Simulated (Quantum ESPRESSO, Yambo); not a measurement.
A free-standing PtSe2 monolayer (symmetry P-3m1, slab cell 15.6 Å high): one geometry, one set of norm-conserving PBE (stringent potentials; Quantum ESPRESSO, 104 Ry, without SOC) orbitals, self-energies from Yambo (6×6×1 Γ-centred k mesh, bands 23 to 142 and a 6 Ry block in the screening, 142 bands in G with the Bruneval-Gonze terminator, plasmon pole fitted at 27.2 eV, slab-truncated Coulomb interaction, stochastic integration of W near q = 0).

| level | gap Γ → (0, 0.167) (eV) | direct gap at (0, 0.167) (eV) |
|---|---|---|
| PBE (Quantum ESPRESSO) | 1.64 | 1.71 |
| exchange only (Hartree-Fock self-energy on PBE orbitals) | 6.21 | 6.66 |
| G0W0@PBE, plasmon pole | ? | ? |

### Question
Fill in the missing entries.

### Answer

- G0W0@PBE, plasmon pole, gap Γ → (0, 0.167) (eV): 2.61
- G0W0@PBE, plasmon pole, direct gap at (0, 0.167) (eV): 2.65

Bare exchange has no screening and gives the widest gap. The mesh misses a band edge: along a dense path the PBE gap is 1.37 eV against 1.64 eV on the mesh.

Convergence of the G0W0 settings was not tested.

Geometry relaxed with PBE+D3(BJ); primitive cell a = 3.710 Å, b = 3.710 Å, c = 15.600 Å, α = 90.00°, β = 90.00°, γ = 120.00°.
